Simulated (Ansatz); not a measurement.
N:
```cif
data_N8
_chemical_formula_sum 'N8'
_space_group_name_H-M_alt 'P 1'
_space_group_IT_number 1
_cell_length_a 5.77600
_cell_length_b 5.77600
_cell_length_c 5.77600
_cell_angle_alpha 90.000
_cell_angle_beta 90.000
_cell_angle_gamma 90.000
loop_
_space_group_symop_operation_xyz
  'x, y, z'
loop_
_atom_site_label
_atom_site_type_symbol
_atom_site_fract_x
_atom_site_fract_y
_atom_site_fract_z
_atom_site_occupancy
N1 N 0.05465 0.05465 0.05465 1
N2 N 0.94535 0.94535 0.94535 1
N3 N 0.44535 0.94535 0.55465 1
N4 N 0.55465 0.05465 0.44535 1
N5 N 0.55465 0.44535 0.94535 1
N6 N 0.44535 0.55465 0.05465 1
N7 N 0.94535 0.55465 0.44535 1
N8 N 0.05465 0.44535 0.55465 1
```

Relaxed with r²SCAN.

Task: Which orbitals make up the states near the band edges in r²SCAN (plane waves, PAW; program Ansatz)?

Result: Top 1 eV of the valence band: N 2p 66 %, N 2s 31 %. Bottom 1 eV of the conduction band: N 2p 97 %. Projections are on Löwdin-orthogonalised atomic valence shells; empty p or d shells of many metals are not among them.

Task: Tabulate the density of states.

Result: States/eV per cell of 8 atoms, in 0.25 eV bins, energy from the valence-band maximum.

| E (eV) | total | N 2p | N 2s |
|---|---|---|---|
| -3.85 | 0.00 | 0.00 | 0.00 |
| -3.60 | 32.00 | 13.81 | 18.16 |
| -3.35 | 0.00 | 0.00 | 0.00 |
| -3.10 | 0.00 | 0.00 | 0.00 |
| -2.85 | 0.00 | 0.00 | 0.00 |
| -2.60 | 0.00 | 0.00 | 0.00 |
| -2.35 | 0.00 | 0.00 | 0.00 |
| -2.10 | 0.00 | 0.00 | 0.00 |
| -1.85 | 0.00 | 0.00 | 0.00 |
| -1.60 | 29.25 | 28.37 | 0.24 |
| -1.35 | 34.75 | 34.19 | 0.09 |
| -1.10 | 0.00 | 0.00 | 0.00 |
| -0.85 | 0.00 | 0.00 | 0.00 |
| -0.60 | 0.97 | 0.65 | 0.28 |
| -0.35 | 5.86 | 3.88 | 1.76 |
| -0.10 | 25.18 | 16.49 | 7.87 |
| 0.15 | 0.00 | 0.00 | 0.00 |
| 0.40 | 0.00 | 0.00 | 0.00 |
| 0.65 | 0.00 | 0.00 | 0.00 |
| 0.90 | 0.00 | 0.00 | 0.00 |
| 1.15 | 0.00 | 0.00 | 0.00 |
| 1.40 | 0.00 | 0.00 | 0.00 |
| 1.65 | 0.00 | 0.00 | 0.00 |
| 1.90 | 0.00 | 0.00 | 0.00 |
| 2.15 | 0.00 | 0.00 | 0.00 |
| 2.40 | 0.00 | 0.00 | 0.00 |
| 2.65 | 0.00 | 0.00 | 0.00 |
| 2.90 | 0.00 | 0.00 | 0.00 |
| 3.15 | 0.00 | 0.00 | 0.00 |
| 3.40 | 0.00 | 0.00 | 0.00 |
| 3.65 | 0.00 | 0.00 | 0.00 |
| 3.90 | 0.00 | 0.00 | 0.00 |
| 4.15 | 0.00 | 0.00 | 0.00 |
| 4.40 | 0.00 | 0.00 | 0.00 |
| 4.65 | 0.00 | 0.00 | 0.00 |
| 4.90 | 0.00 | 0.00 | 0.00 |
| 5.15 | 0.00 | 0.00 | 0.00 |
| 5.40 | 0.00 | 0.00 | 0.00 |
| 5.65 | 0.00 | 0.00 | 0.00 |
| 5.90 | 0.00 | 0.00 | 0.00 |
| 6.15 | 0.00 | 0.00 | 0.00 |
| 6.40 | 0.00 | 0.00 | 0.00 |
| 6.65 | 0.00 | 0.00 | 0.00 |
| 6.90 | 0.00 | 0.00 | 0.00 |
| 7.15 | 0.00 | 0.00 | 0.00 |
| 7.40 | 0.00 | 0.00 | 0.00 |
| 7.65 | 0.00 | 0.00 | 0.00 |
| 7.90 | 0.00 | 0.00 | 0.00 |
| 8.15 | 0.00 | 0.00 | 0.00 |
| 8.40 | 5.56 | 5.24 | 0.00 |
| 8.65 | 13.39 | 12.74 | 0.01 |
| 8.90 | 25.00 | 24.24 | 0.01 |
| 9.15 | 19.45 | 19.02 | 0.01 |
| 9.40 | 0.60 | 0.59 | 0.00 |
| 9.65 | 0.00 | 0.00 | 0.00 |
| 9.90 | 0.00 | 0.00 | 0.00 |
| 10.15 | 0.00 | 0.00 | 0.00 |
| 10.40 | 0.00 | 0.00 | 0.00 |
| 10.65 | 0.00 | 0.00 | 0.00 |
| 10.90 | 0.00 | 0.00 | 0.00 |
| 11.15 | 0.00 | 0.00 | 0.00 |
| 11.40 | 0.00 | 0.00 | 0.00 |
| 11.65 | 0.00 | 0.00 | 0.00 |
| 11.90 | 0.06 | 0.00 | 0.00 |

Space group Pa-3 (α-N2). The cell was relaxed with r²SCAN under the symmetry of its start. The substance is a gas or liquid at ambient conditions; this is its low-temperature solid. A crystal of weakly bound molecules computed without a dispersion correction: the cell and the soft elastic constants depend strongly on that.

Potentials: the earlier of the program's two PAW sets.
